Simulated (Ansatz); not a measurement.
BW₂:
```
CELL_PARAMETERS angstrom
      3.45829     0.00000     0.00000
      0.00000     3.45829     0.00000
      0.00000     0.00000     6.36330
ATOMIC_POSITIONS crystal
  W  0.00000 0.00000 0.00000
  W  0.50000 0.50000 0.00000
  W  0.50000 0.00000 0.35982
  W  0.00000 0.50000 0.64018
  B  0.50000 0.00000 0.72167
  B  0.00000 0.50000 0.27833
```

Relaxed with PBEsol. Special points in fractions of this cell's reciprocal vectors: Γ (0.000, 0.000, 0.000); X (0.000, 0.500, 0.000); M (0.500, 0.500, 0.000); Z (0.000, 0.000, 0.500); R (0.000, 0.500, 0.500); A (0.500, 0.500, 0.500).

### Question
List the band energies nearest the Fermi level at these points for PBEsol (plane waves, PAW; program Ansatz).

### Answer
In eV from the Fermi level; about four levels below and three above (degenerate sets whole), none deeper than 8.9 eV; points with the same levels are listed once.

```csv
k,below,above
Γ,-0.54 -0.39 -0.39 -0.01,1.23 2.23 2.37 2.37
X,-2.32 -2.32 -1.47 -1.47,0.16 0.16 0.73 0.73
M,-3.01 -3.01 -0.97 -0.97,0.71 0.71 1.33 1.33
Z,-1.68 -1.68 -0.84 -0.84 -0.68,0.93 1.42 1.68 1.68
R,-1.17 -1.17 -0.34 -0.34,0.55 0.55 1.36 1.36
A,-2.90 -2.90 -2.82 -2.82,1.01 1.01 1.52 1.52
```

Space group P4/nmm. A made-up cell: these elements were put on the sites of a structure type; neither database checked (COD, Materials Project) lists it. COD files the formula under space group No. 140. Whether it is the stable phase at ambient conditions was not checked. The PBEsol relaxation kept the symmetry of its start; whether a distortion lowers the energy is not shown. The run is not spin-polarised. Scalar-relativistic: spin–orbit coupling is off unless named, which matters more the heavier the elements.

Potentials: the earlier of the program's two PAW sets. The files were generated under PBE; for other functionals the program regenerates the frozen cores, and for LDA and PBEsol the local potential too.
